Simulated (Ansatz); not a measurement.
Is this Cd₃Te₂Se structure a true minimum?

It was reached by relaxing an invented guess, and it needn't be the stable form of this composition.

All numbers below come from DFT PBE, scalar-relativistic, plane waves, PAW (Ansatz 0.2.0). Plane waves to 420 eV, a k mesh through Γ of 12×12×12 on the computed 6-atom cell and Gaussian smearing (0.02 eV); no spin polarisation.

The cell below (6 atoms, space group I-4m2 (No. 119)) is relaxed within its symmetry.

```xyz
6
Lattice="-2.2918 2.2918 9.6950 2.2918 -2.2918 9.6950 2.2918 2.2918 -9.6950" Properties=species:S:1:pos:R:3 pbc="T T T"
Cd    0.0000    0.0000   16.0079
Cd    0.0000    0.0000    9.6950
Cd    0.0000    0.0000    3.3820
Te    2.2918    0.0000    8.0015
Te    2.2918    0.0000    1.6934
Se    0.0000    2.2918    4.8475
```

For the test a repeat of it with 12 atoms (edges 4.58, 9.17, 10.22 Å) was strained at random (σ = 1.5 % a component), the atoms were moved at random (σ = 0.15 Å), and all was relaxed again on a coarse 4×2×4 mesh (in the run’s order of axes) with 0.10 eV smearing, with no symmetry imposed.

These runs have no spin–orbit coupling, which can matter for Te.

Task: What happens?

Result: It returns, within 1 meV/atom of the unmoved cell on that mesh and with the same symmetry when read at 0.1 Å (P1 at 0.01 Å, so small strains and shifts remain). No instability shows in this cell; modes of other wave vectors, which need another repeat, aren't tested.
